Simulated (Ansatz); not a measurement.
The relaxed structure here is a generated cell of GaCuSe2: the first start was made by placing the elements on the sites of a structure type, and the end was not matched to a known phase here, so it may be hypothetical. Known forms of GaCuSe2 include space group No. 122.

One starting cell of GaCuSe2 (a generated cell, GaCuSe2 built in the alpha-NaFeO2 structure type) was relaxed twice with Ansatz (plane waves, PAW, scalar-relativistic): with r2SCAN at 500 eV and with PBE at 420 eV. The r2SCAN result:

Space group R-3m, hexagonal axes (No. 166); a = b = 3.720 Å, c = 18.203 Å, α = β = 90.00°, γ = 120.00°

| atom | site | symmetry | x | y | z |
|---|---|---|---|---|---|
| Ga | 3a | -3m | 0.0000 | 0.0000 | 0.0000 |
| Cu | 3b | -3m | 0.0000 | 0.0000 | 0.5000 |
| Se | 6c | 3m | 0.0000 | 0.0000 | 0.2487 |
(The calculation used a cell of 4 atoms; values per cell refer to that cell.)

```
quantity                          r2SCAN   PBE
--------------------------------  ------  ----
space group                         R-3m  R-3m
volume (Å³/atom)                   18.18   [?]
a (Å)                              3.720   [?]
c (Å)                             18.203   [?]
gap (eV, no spin-orbit coupling)    0.00   [?]
```

### Question
What does PBE give for the same quantities?

### Answer

- volume (Å³/atom), PBE: 18.70
- a (Å), PBE: 3.758
- c (Å), PBE: 18.344
- gap (eV, no spin-orbit coupling), PBE: 0.00

Both levels end in the same structure; PBE's volume is 2.9 % larger. Neither column is exact.

No spin polarisation in the result.

The run could not lose the symmetry of its start; a randomly shaken copy of 8 atoms returns to this structure.

Ansatz is a first-principles code.
